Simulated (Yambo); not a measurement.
Yambo run on KScS$_{2}$O$_{8}$ (space group C2/m, No. 12). The wavefunctions come from this Quantum ESPRESSO step (LDA, PseudoDojo standard norm-conserving files, scalar-relativistic):

```
&CONTROL
  calculation = 'nscf'
  pseudo_dir = './pseudo'
  outdir = './out'
/
&SYSTEM
  ibrav = 0
  nat = 12
  ntyp = 4
  ecutwfc = 84.0
  ecutrho = 336.0
  occupations = 'fixed'
  force_symmorphic = .true.
  nbnd = 278
/
&ELECTRONS
  conv_thr = 1.2000000000000002e-08
  diago_full_acc = .true.
  diago_thr_init = 1e-08
/
ATOMIC_SPECIES
O 15.9990 O.upf
S 32.0600 S.upf
K 39.0983 K.upf
Sc 44.9559 Sc.upf
CELL_PARAMETERS angstrom
  4.270505000000  -2.684490000000   0.000000000000
  4.270505000000   2.684490000000   0.000000000000
 -0.663724000000   0.000000000000   8.155827000000
ATOMIC_POSITIONS crystal
O   0.313530000000   0.313530000000   0.366200000000
O   0.686470000000   0.686470000000   0.633800000000
O   0.243490000000   0.695410000000   0.180340000000
O   0.756510000000   0.304590000000   0.819660000000
O   0.304590000000   0.756510000000   0.819660000000
O   0.695410000000   0.243490000000   0.180340000000
O   0.240150000000   0.240150000000   0.068900000000
O   0.759850000000   0.759850000000   0.931100000000
S   0.369470000000   0.369470000000   0.202480000000
S   0.630530000000   0.630530000000   0.797520000000
K   0.000000000000   0.000000000000   0.500000000000
Sc   0.000000000000   0.000000000000   0.000000000000
K_POINTS automatic
2 2 1 0 0 0
```

Yambo input:

```
rim_cut
gw0
dyson
el_el_corr
HF_and_locXC
ppa
em1d
RandQpts= 1000000
RandGvec= 1 Ry
EXXRLvcs= 84 Ry
VXCRLvcs= 336 Ry
Chimod= "HARTREE"
% BndsRnXp
 2 | 277 |
%
NGsBlkXp= 7 Ry
% LongDrXp
 1.0 | 1.0 | 1.0 |
%
PPAPntXp= 27.2114 eV
% GbndRnge
 1 | 277 |
%
GTermKind= "BG"
DysSolver= "n"
ExtendOut
% QPkrange
 1 | 1 | 40 | 41 |
 3 | 3 | 40 | 41 |
%
```

k points by index: 1 = Γ, 3 = (-0.5, -0.5, 0).

The o-*.qp file then holds:

```
#    K-point    Band    Eo [eV]    E [eV]    E-Eo [eV]    Vxc [eV]    Vnlxc [eV]    Sc|Eo [eV]    Sc|E [eV]    dSc/dw|Eo [eV]    Re(Z)    Im(Z)
#
    1    40    -0.050364    -1.393614    -1.343250    -19.93293    -25.63884    4.038515    4.362659    -6.565870    0.805611    -0.001194
    1    41    4.294581    6.737921    2.443340    -17.40259    -9.311903    -5.102687    -5.647349    -6.065464    0.817725    -0.001295
    3    40    0.000000    -1.372633    -1.372633    -19.98627    -25.67623    3.987796    4.317329    -6.532137    0.806416    -0.001183
    3    41    4.190833    6.630614    2.439781    -17.58181    -9.591164    -5.010269    -5.550867    -6.029008    0.818622    -0.001260
```
(The two width columns are left out.) Convergence of these settings isn't established.

Geometry of the Materials Project entry, not relaxed at this level.

The structure is a Materials Project entry; no match was found in the copy of COD used, and its stability was not checked.
